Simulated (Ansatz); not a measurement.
An Ansatz input:

```yaml
crystal:
  lattice:
    - [0.0, 1.7987273401, 1.7987273401]
    - [1.7987273401, 0.0, 1.7987273401]
    - [1.7987273401, 1.7987273401, 0.0]
  atoms:
    - { symbol: C, position: [0.5, 0.5, 0.5] }
    - { symbol: C, position: [0.75, 0.75, 0.75] }
hamiltonian:
  xc: blyp
  pseudopotentials:
    kind: paw
    azcp:
      C: "pseudopotentials/C.paw.azcp"
basis:
  ecutwfc: 420
  fft_grid_basis: typed
kpoints:
  mp_grid: { grid: [14, 14, 14], shift: [0, 0, 0] }
magnetization:
  spin_polarized: false
scf:
  occupations: { method: fermi_dirac, width: 0.05 }
```

and its output:

```
Engine: ansatz 0.2.0, aarch64-unknown-linux-gnu
Pseudopotentials: kind: paw
Pseudopotential: C, paw, valence charge 4, recommended cutoff 420 eV (normal) 
Functional definition: BLYP
  parameter beta = 0.0042
  parameter a = 0.04918
  parameter b = 0.132
  parameter c = 0.2533
  parameter d = 0.349
  exchange = b88_x(beta = beta)
  correlation = lyp_c(a = a, b = b, c = c, d = d)
Crystal: 2 atoms, lattice volume = 11.639 Å³
Basis set: ecut = 420 eV, 259 PW (Γ), exchange–correlation on 36×36×36 points (8 copies of the dense FFT grid, shifted against one another)
Bands: 8, of which v1, the nominal top of the filled ones, is band 4 counted from 1 (3 counted from 0)
Symmetry: 48 space group operations
Space group: Fd-3m (ITA 227), of the structure as read, at distance tolerance 2.3e-5 Å
k-points: 104 of 2744
Non-local potential: C, projectors of the file, l = 0: 2, l = 1: 2, l = 2: 1
PAW form: soft (Blöchl's): semilocal exchange-correlation on the pseudo side does not see the compensation charge
PAW frozen core: C, regenerated for the run's functional, and the local potential with it (the file was generated under x = pbe(κ = 0.804, μ = 0.2195149727645171), c = pbe(β = 0.06672455060314922))
PAW one-centre angular grid: C, 110 points (default); XC on 64 Gauss nodes
Initial density: superposition of atomic densities (neutral atoms: chi_scale 0, normalization atom), corrected by the library's trained network
Initial wavefunctions: pseudopotential atomic-orbital guess
Functional: x = b88, c = lyp
SCF iter   1: F=—  HF=-503.004474 eV  |F-HF|=—  |Δ(HF+E_count)|=         —  Δρ=1.83e-2  dr2=2.70e-2  ethr=1.77e-3  ⟨swp⟩=4.6  Hψ=5394  notcnv=0
SCF iter   2: F=—  HF=-502.993796 eV  |F-HF|=—  |Δ(HF+E_count)|=   1.07e-2  Δρ=7.25e-3  dr2=4.27e-3  ethr=3.37e-4  ⟨swp⟩=2.0  Hψ=2069  notcnv=0
SCF iter   3: F=—  HF=-502.991852 eV  |F-HF|=—  |Δ(HF+E_count)|=   1.94e-3  Δρ=1.81e-4  dr2=1.06e-6  ethr=5.34e-5  ⟨swp⟩=2.3  Hψ=1645  notcnv=0
SCF iter   4: F=—  HF=-502.991854 eV  |F-HF|=—  |Δ(HF+E_count)|=   1.91e-6  Δρ=3.57e-5  dr2=4.24e-8  ethr=1.32e-8  ⟨swp⟩=2.2  Hψ=1236  notcnv=0
iter 5 did not close the SCF: its close was put off for the readings that it lacked (scf_convergence_deferred on its scf_iter line)
SCF iter   5: F=-502.991854 eV  HF=-502.991854 eV  |F-HF|=8.39e-11  |Δ(HF+E_count)|=   1.06e-7  Δρ=1.32e-6  dr2=4.72e-11  ethr=5.29e-10  ⟨swp⟩=2.1  Hψ=1229  notcnv=0
SCF iter   6: F=-502.991854 eV  HF=-502.991854 eV  |F-HF|=2.73e-12  |Δ(HF+E_count)|=  5.09e-11  Δρ=2.10e-7  dr2=1.12e-12  ethr=1.00e-12  ⟨swp⟩=1.0  Hψ=2513  notcnv=0
SCF 1 converged in 6 iterations: F = -502.991854 eV  dr2 = 1.12e-12
SCF converged after 6 iterations
Free energy (F): -502.991854 eV
Harris-Foulkes:  -502.991854 eV  (|F-HF|=2.73e-12)
Internal energy: -502.991854 eV  (E = F + TS)
E sigma→0 (E₀):  -502.991854 eV
Fermi energy:    15.309840 eV
--- Per-component energies (eV) ---
  E_band       = 35.767245
  E_kinetic    = 184.464047
  E_local      = -128.349539  (includes V_loc(G=0)·N_el)
  E_nonlocal   = 54.887991
  E_hartree    = 28.254461
  E_xc         = -95.024648
  E_vxc        = -117.662977  (∫ρ·V_xc dr)
  E_paw        = -202.236988  (= ΣΔE_a)
  E_vpaw       = -14.081219  (= ΣTr[D̂ρ^β])
  E_aug_tail   = 0.000019  (compensation charges beyond the density's cutoff)
  E_ewald      = -344.990507
  E_core_change = 0.003309  (= ΣΔE_core)
  E_smearing   = -0.000000  (= −TS)
  E_closure    = 0.000000  (closes the sum)
  Σ components = -502.991854   (vs F -502.991854, Δ=0.00e0)
```
